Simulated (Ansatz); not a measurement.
Bi:
```cif
data_Bi6
_chemical_formula_sum 'Bi6'
_space_group_name_H-M_alt 'R-3m :H'
_space_group_IT_number 166
_space_group_name_Hall '-R 3 2"'
_cell_length_a 4.52547
_cell_length_b 4.52547
_cell_length_c 11.64861
_cell_angle_alpha 90.000
_cell_angle_beta 90.000
_cell_angle_gamma 120.000
loop_
_atom_site_label
_atom_site_type_symbol
_atom_site_symmetry_multiplicity
_atom_site_Wyckoff_symbol
_atom_site_fract_x
_atom_site_fract_y
_atom_site_fract_z
_atom_site_occupancy
Bi1 Bi 6 c 0.00000 0.00000 0.23669 1
```
(The calculation used a cell of 2 atoms; values per cell refer to that cell.)

Relaxed with PBEsol.

Which orbitals make up the states near the Fermi level in PBEsol (plane waves, PAW; program Ansatz)?

Within 0.5 eV of the Fermi level: Bi 6p 88 %, Bi 6s 9 %. Projections are on Löwdin-orthogonalised atomic valence shells; empty p or d shells of many metals are not among them.

Tabulate the density of states.

States/eV per cell of 2 atoms, in 0.25 eV bins, energy from the Fermi level.

```tsv
E (eV)	total	Bi 6p	Bi 6s
-7.85	0.11	0.01	0.11
-7.60	0.06	0.00	0.06
-7.35	0.00	0.00	0.00
-7.10	0.00	0.00	0.00
-6.85	0.00	0.00	0.00
-6.60	0.00	0.00	0.00
-6.35	0.00	0.00	0.00
-6.10	0.00	0.00	0.00
-5.85	0.00	0.00	0.00
-5.60	0.00	0.00	0.00
-5.35	0.00	0.00	0.00
-5.10	0.00	0.00	0.00
-4.85	0.13	0.13	0.00
-4.60	0.48	0.47	0.01
-4.35	0.70	0.69	0.01
-4.10	0.82	0.79	0.02
-3.85	0.92	0.89	0.02
-3.60	1.06	1.02	0.03
-3.35	1.24	1.19	0.04
-3.10	1.56	1.50	0.05
-2.85	1.68	1.62	0.05
-2.60	1.68	1.60	0.06
-2.35	1.66	1.57	0.07
-2.10	1.64	1.54	0.07
-1.85	1.64	1.54	0.08
-1.60	1.66	1.55	0.08
-1.35	1.61	1.50	0.09
-1.10	1.60	1.49	0.09
-0.85	1.52	1.39	0.10
-0.60	1.35	1.22	0.10
-0.35	0.88	0.78	0.07
-0.10	0.19	0.17	0.02
0.15	0.15	0.13	0.02
0.40	0.75	0.66	0.07
0.65	1.57	1.40	0.12
0.90	1.38	1.24	0.10
1.15	1.22	1.10	0.07
1.40	1.15	1.05	0.06
1.65	1.12	1.02	0.06
1.90	1.12	1.02	0.05
2.15	1.14	1.03	0.05
2.40	1.25	1.09	0.04
2.65	1.78	1.33	0.04
2.90	1.50	1.21	0.03
3.15	1.13	1.01	0.02
3.40	1.18	1.00	0.02
3.65	1.57	1.14	0.02
3.90	1.28	0.92	0.02
4.15	1.00	0.74	0.01
4.40	1.47	0.80	0.01
4.65	1.87	0.85	0.01
```

The PBEsol relaxation kept the symmetry of its start. Scalar-relativistic: spin–orbit coupling is off unless named, which matters more the heavier the elements.

Potentials: the earlier of the program's two PAW sets. The files were generated under PBE; for other functionals the program regenerates the frozen cores, and for LDA and PBEsol the local potential too.
